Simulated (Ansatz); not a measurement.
An Ansatz (a program for electronic structure) run. Input:

Ansatz 0.2 input:
```yaml
crystal:
  lattice:
    - [4.2429017992, 0.0, 0.0]
    - [0.0, 4.6364060808, 0.0]
    - [0.0, 0.0, 32.0]
  periodic: [true, true, false]
  atoms:
    - { symbol: Sn, position: [0.0, 0.988032299, 0.4542734473] }
    - { symbol: Sn, position: [0.5, 0.488032299, 0.5457265527] }
    - { symbol: Se, position: [0.0, 0.897697701, 0.5375469449] }
    - { symbol: Se, position: [0.5, 0.397697701, 0.4624530551] }
kpoints:
  mp_grid: { grid: [8, 8, 1] }
hamiltonian:
  xc: r2scan
  dispersion: d4
  pseudopotentials: { kind: paw }
scf:
  occupations: { method: gaussian, width: 0.005 }
relax:
  f_tol: 0.005
  max_steps: 150
output:
  eigenvalues: true
  stress: true
  write_potential: true
  volumetric_format: []
```

Output (shortened):

```
WARN output.stress: scf.convergence.dr2_threshold = 2.5e-8 eV (the default of a walk held to its f_tol) is looser than the 4e-10 eV advised for a printed …
Relaxation: its limit of steps is 150 (relax.max_steps)
Pseudopotentials: kind: paw
Pseudopotential: Sn, paw, valence charge 14
Pseudopotential: Se, paw, valence charge 16
Functional definition: r2SCAN
Crystal: 4 atoms, lattice volume = 629.498 Å³
Basis set: ecut = 500 eV, 16071 PW (Γ), exchange–correlation on 128×144×960 points (64 copies of the dense FFT grid, shifted against one another)
Bands: 36, of which v1, the nominal top of the filled ones, is band 30 counted from 1 (29 counted from 0)
Symmetry: 4 space group operations
Space group: Pmn21 (ITA 31), of the structure as read, at distance tolerance 8.6e-5 Å
k-points: 25 of 64 (time reversal used)
PAW frozen core: Sn, regenerated for the run's functional
PAW frozen core: Se, regenerated for the run's functional
Initial wavefunctions: pseudopotential atomic-orbital guess
Eigensolver: davidson
Functional: x = r2scan, c = r2scan; τ floored in thin density (d = 2e-4 eV/Å³)
all-band conjugate gradients solve this SCF's bands
SCF 1 converged in 6 iterations: F = -23035.350281 eV  dr2 = 5.53e-7
relax step   1: F+E_penalty+E_count = -23035.35028119 eV  Δ(F+E_penalty+E_count) = +0.000e0 eV  max|allowed force component| = 1.709e-1 eV/Å  Δτ_max = 0.0000 Å  (6 SCF iters, dr2 threshold 6.25e-7 eV, accepted)
density extrapolation: transplant  |δρ|_rms = 9.202e-3 e/Å³  SAD shift = 1.117e-1 e/Å³
Crystal: 4 atoms, lattice volume = 629.498 Å³
Initial density: handed on by an earlier stage of this run
Initial wavefunctions: those handed on with the density
SCF 2 converged in 6 iterations: F = -23035.357234 eV  dr2 = 8.33e-7
relax step   2: F+E_penalty+E_count = -23035.35723403 eV  Δ(F+E_penalty+E_count) = -6.953e-3 eV  max|allowed force component| = 1.730e-1 eV/Å  Δτ_max = 0.0743 Å  (6 SCF iters, dr2 threshold 1.83e-6 eV, accepted)
density extrapolation: transplant  |δρ|_rms = 9.269e-3 e/Å³  SAD shift = 5.031e-2 e/Å³
Crystal: 4 atoms, lattice volume = 629.498 Å³
SCF 3 converged in 5 iterations: F = -23035.363757 eV  dr2 = 4.75e-7
relax step   3: F+E_penalty+E_count = -23035.36375734 eV  Δ(F+E_penalty+E_count) = -6.523e-3 eV  max|allowed force component| = 2.598e-2 eV/Å  Δτ_max = 0.0369 Å  (5 SCF iters, dr2 threshold 1.87e-6 eV, accepted)
density extrapolation: transplant  |δρ|_rms = 9.253e-3 e/Å³  SAD shift = 1.222e-2 e/Å³
Crystal: 4 atoms, lattice volume = 629.498 Å³
SCF 4 converged in 6 iterations: F = -23035.364116 eV  dr2 = 2.66e-8
relax step   4: F+E_penalty+E_count = -23035.36411615 eV  Δ(F+E_penalty+E_count) = -3.588e-4 eV  max|allowed force component| = 1.213e-2 eV/Å  Δτ_max = 0.0059 Å  (6 SCF iters, dr2 threshold 4.22e-8 eV, accepted)
density extrapolation: transplant  |δρ|_rms = 9.269e-3 e/Å³  SAD shift = 1.339e-2 e/Å³
Crystal: 4 atoms, lattice volume = 629.498 Å³
SCF 5 converged in 7 iterations: F = -23035.364236 eV  dr2 = 8.26e-9
relax step   5: F+E_penalty+E_count = -23035.36423607 eV  Δ(F+E_penalty+E_count) = -1.199e-4 eV  max|allowed force component| = 4.281e-4 eV/Å  Δτ_max = 0.0063 Å  (7 SCF iters, accepted)
Crystal: 4 atoms, lattice volume = 629.498 Å³
SCF 6 converged in 2 iterations: F = -23035.364236 eV  dr2 = 7.93e-10
WARN: The output density's exchange-correlation potential varies sharply where the density is thin …
SCF converged after 2 iterations
Free energy (F): -23035.364236 eV
Harris-Foulkes:  -23035.364236 eV  (|F-HF|=4.37e-10)
Internal energy: -23035.364236 eV  (E = F + TS)
E sigma→0 (E₀):  -23035.364236 eV
Fermi energy:    -4.049157 eV
--- Per-component energies (eV) ---
  E_band       = -1785.451641
  E_kinetic    = 606.247348
  E_local      = -112726.081634  (includes V_loc(G=0)·N_el)
  E_nonlocal   = -1257.350541
  E_hartree    = 56146.028115
  E_xc         = -946.425360
  E_vxc        = -420.552218  (∫ρ·V_xc dr)
  E_paw        = -12162.203428  (= ΣΔE_a)
  E_vpaw       = -303.785675  (= ΣTr[D̂ρ^β])
  E_aug_tail   = -0.000417  (compensation charges beyond the density's cutoff)
  E_vtau       = 24.018581  (kinetic-family band-sum trace: ∫τ·v_τ [+ j·A + Jᵃ·Aᵃ] dr)
  E_ewald      = 47306.808240
  E_disp       = -0.327659  (pairwise vdW)
  E_core_change = -2.058901  (= ΣΔE_core)
  E_smearing   =  0.000000  (= −TS)
  E_closure    = 0.000000  (closes the sum)
  Σ components = -23035.364236   (vs F -23035.364236, Δ=0.00e0)
--- Forces (eV/Å), atoms counted from 1 ---
  atom   1  Sn     0.00000000    -0.00029928    -0.00003902
  atom   2  Sn     0.00000000    -0.00029928     0.00003902
  atom   3  Se     0.00000000     0.00028960    -0.00043031
  atom   4  Se     0.00000000     0.00028960     0.00043031
  max |Σ_I F_I| component: 1.94e-5 eV/Å
--- 2D stress c σ (N/m, compression-positive) ---
       -1.016885       0.000000       0.000000
        0.000000      -0.577097       0.000000
        0.000000       0.000000       0.000000
  P = ½ c Tr σ = -0.7970 N/m
  The stress holds the Pulay correction. Without it, at fixed plane waves: P = -0.8004 N/m
  The stress includes an estimate of the error left by incomplete SCF convergence (largest component -0.0001 N/m …
--- Band table (eV; the first three rows and the last of 25) ---
  k-point 0: bands = ["-52.7335", "-52.7335", "-52.7331", "-52.7329", "-52.7014", "-52.7013", "-52.6945", "-52.6945", "-52.6842", "-52.6839", "-26.6227", "-26.6165", "-26.6124", "-26.6107", "-26.5860", "-26.5635", "-26.5491", "-26.5397", "-26.5387", …
  k-point 1: bands = ["-52.7335", "-52.7335", "-52.7331", "-52.7329", "-52.7014", "-52.7013", "-52.6945", "-52.6945", "-52.6841", "-52.6839", "-26.6221", "-26.6167", "-26.6125", "-26.6114", "-26.5845", "-26.5638", "-26.5487", "-26.5400", "-26.5385", …
  k-point 2: bands = ["-52.7335", "-52.7335", "-52.7330", "-52.7329", "-52.7013", "-52.7013", "-52.6945", "-52.6945", "-52.6841", "-52.6840", "-26.6205", "-26.6171", "-26.6131", "-26.6129", "-26.5806", "-26.5651", "-26.5476", "-26.5409", "-26.5377", …
  k-point 24: bands = ["-52.7335", "-52.7335", "-52.7329", "-52.7329", "-52.7013", "-52.7013", "-52.6945", "-52.6945", "-52.6840", "-52.6840", "-26.6335", "-26.6335", "-26.6008", "-26.6008", "-26.5706", "-26.5706", "-26.5477", "-26.5477", "-26.5298", …
  ° read free of the cell's end (the report's vacuum.weakly_bound_levels)
  band table: 36 of 36 bands, residual norms ≤ 1.0e-3 eV
--- Relaxed structure (5 steps of the walk, 5 accepted, 0 SCFs on fresh bases) ---
  F+E_penalty+E_count = -23035.36423607 eV   max|allowed force component| = 4.281e-4 eV/Å
  cell:  # Å, volume = 629.4981 Å³
    - [4.2429017992, 0.0, 0.0]
    - [0.0, 4.6364060808, 0.0]
    - [0.0, 0.0, 32.0]
  atoms:
    - { symbol: Sn, position: [0.0, 0.9947843465225049, 0.45489490239832353] }
    - { symbol: Sn, position: [0.5, 0.4947843465225053, 0.5451050976016766] }
    - { symbol: Se, position: [0.0, 0.8909456534774952, 0.5376816159849566] }
    - { symbol: Se, position: [0.5, 0.3909456534774949, 0.46231838401504344] }
```

Cost: about 12 core-minutes (a rough figure) on shared cores.

This run is a variant of the relaxed cell: strain +2 % along x, +2 % along y, atoms relaxed.

A layer that has been made, often on a substrate. The strained cell keeps its size and symmetry.

Potentials: the later of the program's two PAW sets.

Ansatz is a plane-wave DFT program.
